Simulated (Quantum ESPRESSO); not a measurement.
## BSi2O5F (input and log of a self-consistent run)

Simulated, not a measurement. The program is pw.x of Quantum ESPRESSO 7.5 (plane-wave density functional theory). The cell is made up: 9 atoms on a quartz lattice, with randomly drawn elements, strain and displacements, not relaxed. PseudoDojo standard norm-conserving files (v0.5 for PBE, v0.4.1 for LDA and PBEsol) set the functional; there is no spin polarisation, spin-orbit coupling or dispersion term, and the masses in the input are unused placeholders.

Input:

```
&control calculation='scf', pseudo_dir='./dojo.nc.sr.pbe.v0_5.standard.upf', outdir='./o', disk_io='low', tprnfor=.true., tstress=.true. /
&system ibrav=0, nat=9, ntyp=4, nbnd=30, ecutwfc=105.61755193, nosym=.true., tot_charge=0,
 occupations='smearing', smearing='fd', degauss=0.0018374661
/
&electrons conv_thr=7.350e-09, electron_maxstep=60, /
ATOMIC_SPECIES
B 1.0 B.upf
F 1.0 F.upf
O 1.0 O.upf
Si 1.0 Si.upf
CELL_PARAMETERS angstrom
5.1409 0.0202 -0.0406
-2.553 4.3095 -0.0073
-0.0446 -0.035 5.6504
ATOMIC_POSITIONS angstrom
B 2.268 0.0355 3.7269
Si -1.0702 1.9146 1.7905
Si 1.4251 2.4558 -0.0683
O 1.254 1.0845 4.6158
O 3.6012 0.6935 2.4777
F 2.9641 2.4202 0.6018
O 0.1315 1.6448 0.9651
O -1.1808 3.1262 3.0908
O 0.9744 3.563 4.7681
K_POINTS automatic
7 7 6 1 1 1
```

The log is shortened where brackets say so; the opening notice, blank lines, dates and the lines on written files are dropped, and the path of the files is cut. It prints rydbergs, bohrs and kilobars, and counts compression as positive stress. With no partly filled state, the Fermi energy that it prints is only some level between the filled and the empty states on the mesh, and need not lie in the true gap.

```
     Program PWSCF v.7.5
     Parallel version (MPI & OpenMP), running on       4 processor cores
     Number of MPI processes:                 4
     Threads/MPI process:                     1
     [start-up lines left out]
     bravais-lattice index     =            0
     lattice parameter (alat)  =       9.7153  a.u.
     unit-cell volume          =     846.6570 (a.u.)^3
     number of atoms/cell      =            9
     number of atomic types    =            4
     number of electrons       =        48.00
     number of Kohn-Sham states=           30
     kinetic-energy cutoff     =     105.6176  Ry
     charge density cutoff     =     422.4702  Ry
     scf convergence threshold =      7.3E-09
     mixing beta               =       0.7000
     number of iterations used =            8  plain     mixing
     Exchange-correlation= PBE
                           (   1   4   3   4   0   0   0)
     [axes and pseudopotential details left out]
   Cartesian axes
     site n.     atom                  positions (alat units)
         1        B      tau(   1) = (   0.4411507   0.0069051   0.7249227  )
         2        Si     tau(   2) = (  -0.2081656   0.3724106   0.3482718  )
         3        Si     tau(   3) = (   0.2771975   0.4776799  -0.0132851  )
         4        O      tau(   4) = (   0.2439167   0.2109471   0.8978234  )
         5        O      tau(   5) = (   0.7004727   0.1348933   0.4819397  )
         6        F      tau(   6) = (   0.5765498   0.4707553   0.1170567  )
         7        O      tau(   7) = (   0.0255782   0.3199315   0.1877225  )
         8        O      tau(   8) = (  -0.2296785   0.6080800   0.6011943  )
         9        O      tau(   9) = (   0.1895314   0.6930423   0.9274474  )
     number of k points=   147  Fermi-Dirac smearing, width (Ry)=  0.0018
     Number of k-points >= 100: set verbosity='high' to print them.
     Dense  grid:   124139 G-vectors     FFT dimensions: (  64,  64,  72)
     Estimated max dynamical RAM per process >     417.31 MB
     Estimated total dynamical RAM >       1.54 GB
     Initial potential from superposition of free atoms
     starting charge      47.9985, renormalised to      48.0000
     Starting wfcs are   36 randomized atomic wfcs
     total cpu time spent up to now is        8.3 secs
     per-process dynamical memory:   365.6 Mb
     Self-consistent Calculation
     iteration #  1     ecut=   105.62 Ry     beta= 0.70
     Davidson diagonalization with overlap
     ethr =  1.00E-02,  avg # of iterations =  2.4
     total cpu time spent up to now is       27.9 secs
     total energy              =    -236.60848436 Ry
     estimated scf accuracy    <       2.46008509 Ry
     iteration #  2     ecut=   105.62 Ry     beta= 0.70
     Davidson diagonalization with overlap
     ethr =  5.13E-03,  avg # of iterations =  2.0
     total cpu time spent up to now is       46.7 secs
     total energy              =    -237.15115988 Ry
     estimated scf accuracy    <       2.85830084 Ry
     iteration #  3     ecut=   105.62 Ry     beta= 0.70
     Davidson diagonalization with overlap
     ethr =  5.13E-03,  avg # of iterations =  2.0
     total cpu time spent up to now is       63.0 secs
     total energy              =    -237.67779802 Ry
     estimated scf accuracy    <       0.04353583 Ry
     iteration #  4     ecut=   105.62 Ry     beta= 0.70
     Davidson diagonalization with overlap
     ethr =  9.07E-05,  avg # of iterations =  6.2
     total cpu time spent up to now is       85.0 secs
     total energy              =    -237.69492873 Ry
     estimated scf accuracy    <       0.01164177 Ry
     iteration #  5     ecut=   105.62 Ry     beta= 0.70
     Davidson diagonalization with overlap
     ethr =  2.43E-05,  avg # of iterations =  6.8
     total cpu time spent up to now is      106.1 secs
     total energy              =    -237.69607560 Ry
     estimated scf accuracy    <       0.00321355 Ry
     [iterations 6 to 7 left out]
     iteration #  8     ecut=   105.62 Ry     beta= 0.70
     Davidson diagonalization with overlap
     ethr =  8.94E-08,  avg # of iterations =  2.1
     total cpu time spent up to now is      160.5 secs
     total energy              =    -237.69656897 Ry
     estimated scf accuracy    <       0.00000427 Ry
     iteration #  9     ecut=   105.62 Ry     beta= 0.70
     Davidson diagonalization with overlap
     ethr =  8.89E-09,  avg # of iterations =  2.2
     total cpu time spent up to now is      176.9 secs
     total energy              =    -237.69656970 Ry
     estimated scf accuracy    <       0.00000089 Ry
     iteration # 10     ecut=   105.62 Ry     beta= 0.70
     Davidson diagonalization with overlap
     ethr =  1.85E-09,  avg # of iterations =  2.0
     total cpu time spent up to now is      193.0 secs
     total energy              =    -237.69656982 Ry
     estimated scf accuracy    <       0.00000022 Ry
     iteration # 11     ecut=   105.62 Ry     beta= 0.70
     Davidson diagonalization with overlap
     ethr =  4.59E-10,  avg # of iterations =  2.0
     total cpu time spent up to now is      207.7 secs
     total energy              =    -237.69656986 Ry
     estimated scf accuracy    <          7.7E-09 Ry
     iteration # 12     ecut=   105.62 Ry     beta= 0.70
     Davidson diagonalization with overlap
     ethr =  1.60E-11,  avg # of iterations =  3.4
     total cpu time spent up to now is      224.8 secs
     End of self-consistent calculation
     Number of k-points >= 100: set verbosity='high' to print the bands.
     the Fermi energy is     3.7838 ev
!    total energy              =    -237.69656986 Ry
     estimated scf accuracy    <          4.2E-09 Ry
     smearing contrib. (-TS)   =       0.00000000 Ry
     internal energy E=F+TS    =    -237.69656986 Ry
     The total energy is F=E-TS. E is the sum of the following terms:
     one-electron contribution =    -126.82232554 Ry
     hartree contribution      =      86.90247608 Ry
     xc contribution           =     -61.56477456 Ry
     ewald contribution        =    -136.21194584 Ry
     convergence has been achieved in  12 iterations
     Forces acting on atoms (cartesian axes, Ry/au):
     atom    1 type  1   force =    -0.04369675   -0.04959258    0.00674861
     atom    2 type  4   force =    -0.06139097    0.15395877    0.27995354
     atom    3 type  4   force =    -0.11384693   -0.30186767    0.02912041
     atom    4 type  3   force =     0.17234172   -0.12500786   -0.10061561
     atom    5 type  3   force =    -0.15977200   -0.16408444    0.10953719
     atom    6 type  2   force =    -0.04943189    0.04902768   -0.03163198
     atom    7 type  3   force =     0.26998032    0.06773114   -0.14013089
     atom    8 type  3   force =     0.10979821    0.10265333   -0.02185446
     atom    9 type  3   force =    -0.12398171    0.26718163   -0.13112681
     Total force =     0.751717     Total SCF correction =     0.000106
     Computing stress (Cartesian axis) and pressure
          total   stress  (Ry/bohr**3)                   (kbar)     P=      -60.06
  -0.00040929  -0.00037747   0.00010500          -60.21      -55.53       15.45
  -0.00037747  -0.00031152  -0.00084100          -55.53      -45.83     -123.72
   0.00010500  -0.00084100  -0.00050408           15.45     -123.72      -74.15
     init_run     :      7.82s CPU      8.12s WALL (       1 calls)
     electrons    :    215.76s CPU    216.58s WALL (       1 calls)
     forces       :      2.06s CPU      2.07s WALL (       1 calls)
     stress       :      7.38s CPU      7.39s WALL (       1 calls)
     [timing details left out]
     PWSCF        :   3m53.20s CPU   3m54.41s WALL
     JOB DONE.
```

In other units: free energy -3234.027 eV for the cell, pressure -6.01 GPa, largest force component 7.761 eV/Å. This run is the check on a run of the same cell at a cutoff of 1143 eV and k mesh 5 x 5 x 4: rerunning at a cutoff of 1437 eV and k mesh 7 x 7 x 6 moved values by no more than 0.002 eV in energy, 0.03 GPa in stress and 0.002 eV/Å in force.